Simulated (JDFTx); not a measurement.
An input for JDFTx (a modified build) (SiF3 (SMILES F[Si](F)F), charge 0, multiplicity 2; bohr, hartree):

```
lattice \
  14.1729459347 0.0000000000 0.0000000000 \
  0.0000000000 14.1729459347 0.0000000000 \
  0.0000000000 0.0000000000 10.8659252166
coords-type Cartesian
ion F -2.3341256071 2.2437896917 0.6143461491 0
ion Si -0.2574082638 0.4512074005 -0.6144204979 0
ion F 2.3341256071 1.3512335904 0.6144204979 0
ion F -0.7732674475 -2.2437896917 0.6140986725 0
ion-species pseudo/f_pbe_v1.4.upf
ion-species pseudo/si_pbe_v1.upf
elec-cutoff 20 100
elec-ex-corr gga-PBE
symmetries none
coulomb-interaction Isolated
coulomb-truncation-embed 0 0 0
elec-n-bands 13
spintype z-spin
elec-initial-magnetization 1 yes
electronic-scf nIterations 100 energyDiffThreshold 1e-8
dump-name s0.$VAR
dump End State Ecomponents EigStats BandEigs Forces ElecDensity IonicPositions
```

Q: What happens when this is run, and what should be changed?

A: It stops during set-up with
```
Atom 1 lies within the margin of 5 bohrs from the truncation boundary.
Expand unit cell, or if absolutely sure, reduce coulomb-truncation-ion-margin.
Failed.
```
The box is too small for the truncated Coulomb interaction: enlarge the cell, or lower coulomb-truncation-ion-margin if the density is known to be confined.
